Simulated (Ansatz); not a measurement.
CeO2 in the fluorite structure

The computed numbers are results of r²SCAN, scalar-relativistic (no spin polarisation) in the plane-wave PAW code Ansatz at 500 eV, 8×8×8 k-mesh, Gaussian smearing of 0.05 eV; PAW files: Ansatz's generated set soft_2.

```
Ce O
1.0
     0.00000    2.71868    2.71868
     2.71868    0.00000    2.71868
     2.71868    2.71868    0.00000
Ce O
1 2
Direct
  0.00000 0.00000 0.00000
  0.25000 0.25000 0.25000
  0.75000 0.75000 0.75000
```

The start was a prototype's sites filled with these elements; the Crystallography Open Database holds the compound in this structure.

The run above is the reference. The same cell was run again with other input settings; several of them aren't fit for production, so the rows show the settings' effect and aren't properties of the material.

```tsv
keys changed	outcome	ΔE (meV/atom)	P (GPa)	gap on the mesh (eV)	cell moment (μB)	largest force component (eV/Å)	SCF iterations	rough core-seconds	new warnings
none (reference)	converged	0.0	0.0	2.20	–	0.000	–	–	–
basis.ecutwfc: 500 → "40.4 Ry"	converged	-1.2	0.0	2.20	–	0.000	13	11	–
basis.ecutwfc: 500 → "44.1 Ry"	converged	-2.4	0.0	2.20	–	0.000	14	12	–
scf.occupations.width: 0.05 → 0.005	converged	0.0	0.0	2.20	–	0.000	13	10	–
scf.n_extra_bands: 4; scf.initial_density.chi_scale: 0.0	converged	0.0	0.0	2.20	–	0.000	14	7	open shell order not chosen
```

These changes also left energy (to 0.1 meV/atom), pressure, gap, moment and forces as in the reference: scf.algorithm: "direct_min"; basis.ecutrho_ratio: 4 → 9 | scf.mixing.preconditioner: "ldos".

ΔE is the energy with the smearing extrapolated to zero. It is left out where the change alters the Hamiltonian or the spin treatment. The varied runs start from atomic densities (corrected by the program's trained start where that serves), with the default search for lower states unless a row changes it.

What happens with these changes: scf.occupations.method: "gaussian" → "fermi_dirac"; scf.occupations.width: 0.05 → 0.2?

outcome converged, ΔE (meV/atom) 1.9, P (GPa) 0.1, gap on the mesh (eV) 2.21, largest force component (eV/Å) 0.000, SCF iterations 13, rough core-seconds 10.

Changing scf.mixing.preconditioner only steers the path to self-consistency, so the energy stays within 0.5 meV/atom.

Of the reference: No spin–orbit coupling, a notable omission for heavy elements.
